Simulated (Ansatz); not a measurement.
Relaxed-ion elastic tensor of Na (hcp (Mg type), P6_3/mmc) in GPa (Voigt order), the program Ansatz at the LDA level (PAW); density 1.14 g/cm³, 33.37 Å³ per atom.

```json
[
 {"": "1", "1": "14.4", "2": "9.0", "3": "4.2", "4": "0.0", "5": "0.0", "6": "0.0"},
 {"": "2", "1": "9.0", "2": "14.4", "3": "4.2", "4": "0.0", "5": "0.0", "6": "0.0"},
 {"": "3", "1": "4.2", "2": "4.2", "3": "18.3", "4": "0.0", "5": "0.0", "6": "0.0"},
 {"": "4", "1": "0.0", "2": "0.0", "3": "0.0", "4": "2.7", "5": "0.0", "6": "0.0"},
 {"": "5", "1": "0.0", "2": "0.0", "3": "0.0", "4": "0.0", "5": "2.7", "6": "0.0"},
 {"": "6", "1": "0.0", "2": "0.0", "3": "0.0", "4": "0.0", "5": "0.0", "6": "2.7"}
]
```

Task: Is the crystal mechanically stable?

Result: Yes: the smallest eigenvalue of C is 2.7 GPa.

Task: Work out the Voigt, Reuss and Hill averages.

Result: K_V = 9.1, K_R = 9.1, K_H = 9.1; G_V = 3.6, G_R = 3.1, G_H = 3.3 GPa.

Task: Give Young's modulus, Poisson's ratio, Pugh's ratio and the universal anisotropy index.

Result: E = 9KG/(3K + G) = 8.9 GPa; ν = 0.34; K/G = 2.74 (ductile by the Pugh limit of 1.75); A_U = 5G_V/G_R + K_V/K_R − 6 = 0.86.

Task: Estimate the sound speeds and the Debye temperature.

Result: v_l = √((K + 4G/3)/ρ) = 3440 m/s, v_t = √(G/ρ) = 1700 m/s, mean 1910 m/s; Θ = (h/k)(3n/4πV)^(1/3) v_m = 177 K.

Task: Solve the Christoffel equation for the three sound speeds along x, y, z.

Result: Eigenvalues of C_ijkl n_j n_l equal ρv². In km/s, slowest first: x 1.53, 1.53, 3.55; y 1.53, 1.53, 3.55; z 1.53, 1.53, 4.00.

Task: How much does each axis shrink under pressure?

Result: Linear compressibilities β_i = Σ_j S_ij (j = 1 to 3): x 36, y 36, z 38 per TPa.

The workflow started from a Materials Project entry (that database holds measured and hypothetical structures alike); the Crystallography Open Database files this formula in space group No. 194, but the cells were not matched. It is not the phase usual at ambient conditions (space group No. 229). The cell was relaxed with LDA under the symmetry of its start; whether a distortion lowers the energy is not shown. As this level gives no gap, shear constants depend on the k-mesh and smearing (Fermi–Dirac, 0.1 eV here).

Potentials: the earlier of the program's two PAW sets. The files were generated under PBE; for other functionals the program regenerates the frozen cores, and for LDA and PBEsol the local potential too.
